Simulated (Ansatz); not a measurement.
BC₇, first-principles data

BC7:
```yaml
crystal:
  lattice:
    - [3.60066, 0.00000, 0.00000]
    - [0.00000, 3.60066, 0.00000]
    - [0.00000, 0.00000, 3.60066]
  atoms:
    - { symbol: C, position: [0.50000, 0.00000, 0.00000] }
    - { symbol: C, position: [0.75493, 0.24507, 0.24507] }
    - { symbol: B, position: [0.50000, 0.50000, 0.50000] }
    - { symbol: C, position: [0.75493, 0.75493, 0.75493] }
    - { symbol: C, position: [0.00000, 0.00000, 0.50000] }
    - { symbol: C, position: [0.24507, 0.24507, 0.75493] }
    - { symbol: C, position: [0.00000, 0.50000, 0.00000] }
    - { symbol: C, position: [0.24507, 0.75493, 0.24507] }
```

Space group P-43m (No. 215); conventional cell a = b = c = 3.601 Å, α = β = γ = 90.00°.

Method: PBEsol (plane waves, PAW; program Ansatz). The cell and atoms are relaxed at this level. Other levels are named where they apply.

Cell and energy:

```json
{
  "volume_per_atom": "5.84 Å³",
  "density": "3.38 g/cm³",
  "Formation energy from the elements (no fitted shifts)": "0.17 eV/atom"
}
```

Electronic structure:

```json
{
 "electronic_character": "metallic (no gap)",
 "Density of states at the Fermi level": "0.15 states/eV per atom (mean over ±0.08 eV)"
}
```

Mechanics:

```json
{
  "Bulk modulus (Birch–Murnaghan fit)": "403 GPa",
  "Pressure derivative B′": "3.7",
  "Elastic constants (relaxed ions, GPa)": "C11 = 753, C12 = 228, C44 = 474",
  "mechanical_stability": "stable (all eigenvalues of C positive)",
  "hill_bulk_and_shear_moduli": "403 and 374 GPa",
  "Young's modulus": "857 GPa",
  "Poisson's ratio": "0.15",
  "debye_temperature_from_the_elastic_constants": "1910 K"
}
```

Phonons:

```json
{
 "highest_zone_centre_frequency": "1114 cm^-1",
 "zone_centre_stability": "no imaginary mode at Γ"
}
```

The start of the workflow was typed in or built on a structure type; the Crystallography Open Database copy checked does not list it. Whether it is the stable phase at ambient conditions was not checked. The PBEsol relaxation kept the symmetry of its start. Its formation energy is positive at this level, so the cell may be metastable or incomplete. As this level gives no gap, shear constants depend on the k-mesh and smearing (Fermi–Dirac, 0.1 eV here). As this level gives no gap, phonon frequencies hold no LO–TO term and depend on the k-mesh and smearing (Fermi–Dirac, 0.1 eV here). The references are the lowest solids computed at this level, not always the standard phases.

Potentials: the earlier of the program's two PAW sets. The files were generated under PBE; for other functionals the program regenerates the frozen cores, and for LDA and PBEsol the local potential too.
